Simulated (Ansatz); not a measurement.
CdTe:
```xyz
2
Lattice="3.7686 0.0000 0.0000 0.0000 3.7686 0.0000 0.0000 0.0000 3.7686" Properties=species:S:1:pos:R:3 pbc="T T T"
Cd     0.0000     0.0000     0.0000
Te     1.8843     1.8843     1.8843
```

Relaxed with r²SCAN. Special points in fractions of this cell's reciprocal vectors: Γ (0.000, 0.000, 0.000); X (0.000, 0.500, 0.000); M (0.500, 0.500, 0.000); R (0.500, 0.500, 0.500).

### Question
List the band energies nearest the Fermi level at these points for DFT-r²SCAN in the program Ansatz with PAW potentials.

### Answer
In eV from the Fermi level; about four levels below and three above (degenerate sets whole), none deeper than 8.9 eV; … stands for higher levels left out; points with the same levels are listed once.

| k | below | above |
|---|---|---|
| Γ | -1.08 -1.08 -1.08 -0.74 | 5.32 5.32 … |
| X | -8.83 -6.12 | 0.32 0.32 3.39 |
| M | -8.34 -4.44 -4.44 -1.88 | 0.62 7.05 7.05 |
| R | -8.71 -8.71 -2.42 -2.42 -2.42 | 0.64 1.16 1.16 1.16 |

Space group Pm-3m (CsCl type). The cell is a constructed one: a structure type filled with these elements; neither database checked (COD, Materials Project) lists it. It is not the phase usual at ambient conditions (space group No. 216). The r²SCAN relaxation kept the symmetry of its start. At this level the phase is mechanically unstable. Spin–orbit coupling is left out wherever it is not named.

Potentials: the later of the program's two PAW sets.
